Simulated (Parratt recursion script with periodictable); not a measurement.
# Interface roughness in an EUV mirror: Si/Rh multilayer on Si

| layer, from the top | thickness (Å) | density (g/cm³) | rms roughness of its top face (Å) | δ at 13.5 nm | β at 13.5 nm |
|---|---|---|---|---|---|
| Si (in each period) | 45.4 | 2.313 | varied | 9.927 × 10⁻⁴ | 0.001813 |
| Rh (in each period) | 24.5 | 12.398 | varied | 0.1248 | 0.03117 |
| Si (substrate) | – | 2.313 | 3 | 9.927 × 10⁻⁴ | 0.001813 |

The refractive index is n = 1 − δ + iβ; the runs take δ and β at each wavelength of the scan. Vacuum lies above.

Densities are inputs, not measurements. They were set from computed cells of the Materials Project: Si from entry mp-149 (Fd-3m, 2.313 g/cm³); Rh from entry mp-74 (Fm-3m, 12.398 g/cm³). A layer's crystal structure does not enter its constants, only its composition and density.

Method: EUV and soft X-ray reflectivity, Parratt recursion, Névot-Croce roughness, Henke tables (Parratt recursion script with periodictable 1.7.1).

Light falls along the surface normal, where s and p polarisation coincide. The wavelength is scanned from 12.42 to 14.58 nm in 161 evenly spaced points, without smoothing. The peak is the highest scan point; its wavelength and height come from a parabola through R at that point and its two neighbours.

The pair is repeated 100 times. The runs differ only in σ, the roughness on top of both layers of each period; the substrate's stays as listed.

```
σ (Å)  peak λ (nm)  peak R (%)
-----  -----------  ----------
0           13.682        61.2
3           13.659        59.4
6           13.602           ?
```

Task: Estimate the peak reflectivity at σ = 6 Å from a line of ln R against σ², and compare with the factor exp[−(2πσ/D)²] for one weak reflection.

Result: With R₀ = 61.2 % of the first row, ln(R/R₀) is 0.0000 at σ² = 0, −0.0299 at σ² = 9 Å². The line through them has slope −0.00332 Å⁻² and intercept 0.0000, which gives 54.3 % at σ² = 36 Å². For D = 69.9 Å, (2π/D)² = 0.00808 Å⁻², and that slope from the first row gives 45.8 %.

The run gave 54.2 %, so the line misses by 0.1 points. The fitted slope is 0.41 of (2π/D)² in size.
